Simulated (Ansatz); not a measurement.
FeNi3 (Cu3Au type, space group No. 221), plane-wave PAW r²SCAN (Ansatz code), all energies at zero smearing, with the estimated change up to a 700 eV cutoff added, with one set of potentials and settings (totals compare only within such a set). Cell of 4 atoms (1 Fe, 3 Ni): -22022.293 eV.

| element | reference phase | E (eV/atom) |
|---|---|---|
| Fe | Im-3m, 1 atoms in the cell, spin-polarised | -4485.8961 |
| Ni | Fm-3m, 1 atoms in the cell, spin-polarised | -5845.2912 |

Formation energy per atom, worked out: (-22022.293 − 1×(-4485.8961) − 3×(-5845.2912))/4 = -0.131 eV/atom (-13 kJ per mol of atoms), at 0 K, without zero-point energy or fitted corrections.

Space group Pm-3m (Cu3Au type). Symmetry was held in the r²SCAN relaxation. Spin order of the final state: ferromagnetic, chosen from 5 collinear starts compared on coarse meshes (ties went to the first, and starts can fall back to one state), not a proven ground state. Textbook magnetic order: ferromagnetic. Other orbital occupations within this spin state were not tried. The references are the lowest solids computed at this level, not always the standard phases.

Potentials: the later of the program's two PAW sets.
